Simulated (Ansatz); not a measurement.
BaTiO$_{3}$ in space group P4mm (No. 99; Ti on 1b, Ba on 1a, O on 1b, O on 2c) under volume change, LDA (plane waves, PAW; program Ansatz), shape and atoms relaxed at each volume.

```tsv
V (Å³/atom)	E − E(relaxed) (meV/atom)	P (GPa)
11.151	63.8	21.05
11.519	25.7	12.40
11.886	5.8	5.29
12.254	0.0	0.00
12.622	4.8	-3.98
12.989	___	___
13.357	___	___
```

Some entries are withheld; supply them.


- 13.357, E − E(relaxed) (meV/atom): 34.7
- 13.357, P (GPa): -8.31
- 12.989, E − E(relaxed) (meV/atom): 17.3
- 12.989, P (GPa): -6.76

What does a third-order Birch–Murnaghan fit give for V₀, B₀ and B′?

V₀ = 12.26 Å³/atom, B₀ = 149 GPa, B′ = 9.1.

The LDA relaxation kept the symmetry of its start. At this level the phase is dynamically unstable (imaginary phonons). The run is not spin-polarised. Spin–orbit coupling is left out wherever it is not named.

Potentials: the later of the program's two PAW sets.
